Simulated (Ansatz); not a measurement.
S:
```xyz
32
Lattice="8.3897 0.0000 0.0000 0.0000 13.4251 0.0000 -5.0998 0.0000 8.0625" Properties=species:S:1:pos:R:3 pbc="T T T"
S      3.7804     8.7359     2.5825
S     -0.4905     4.6892     5.4800
S      2.0594     8.7359     1.4488
S      1.2305     4.6892     6.6138
S      5.0428     5.6508     2.7293
S     -1.7528     7.7744     5.3333
S      0.7970     5.6508     1.3020
S      2.4929     7.7744     6.7605
S      5.1389     7.4452     1.7359
S     -1.8489     5.9799     6.3266
S      0.7009     7.4452     2.2953
S      2.5890     5.9799     5.7672
S      3.8753     4.3490     1.6415
S     -0.5853     9.0761     6.4211
S      1.9645     4.3490     2.3898
S      1.3254     9.0761     5.6727
S     -3.7806     2.7891     7.0745
S      7.0705    10.6360     0.9881
S      4.5207     2.7891     5.0193
S     -1.2307    10.6360     3.0432
S      2.0025    13.1243     0.1047
S      1.2875     0.3008     7.9579
S      3.8373    13.1243     3.9266
S     -0.5474     0.3008     4.1359
S     -2.2752     1.5122     7.6533
S      5.5651    11.9130     0.4092
S      3.0152     1.5122     4.4405
S      0.2747    11.9130     3.6221
S     -2.9369    11.8421     6.5686
S      6.2268     1.5831     1.4940
S      3.6769    11.8421     5.5252
S     -0.3870     1.5831     2.5373
```

This is the r²SCAN-relaxed structure. Cartesian axes are those of the cell as given.

### Question
All from DFT-r²SCAN in the program Ansatz with PAW potentials, unless another level is named. Estimate the band gap.

### Answer
2.60 eV (smallest direct gap 2.62 eV).

### Question
Predict the conduction-band minimum.

### Answer
off the standard path, at k = (0.021, 0.000, 0.302).

Space group P2/c. The first step of the workflow began from a Materials Project structure, measured or hypothetical; the Crystallography Open Database files this formula in space group No. 13, but the cells were not matched. It is not the phase usual at ambient conditions (space group No. 70). The cell was relaxed with r²SCAN under the symmetry of its start; whether a distortion lowers the energy is not shown. A crystal of weakly bound molecules computed without a dispersion correction: the cell and the soft elastic constants depend strongly on that.

Potentials: the later of the program's two PAW sets.
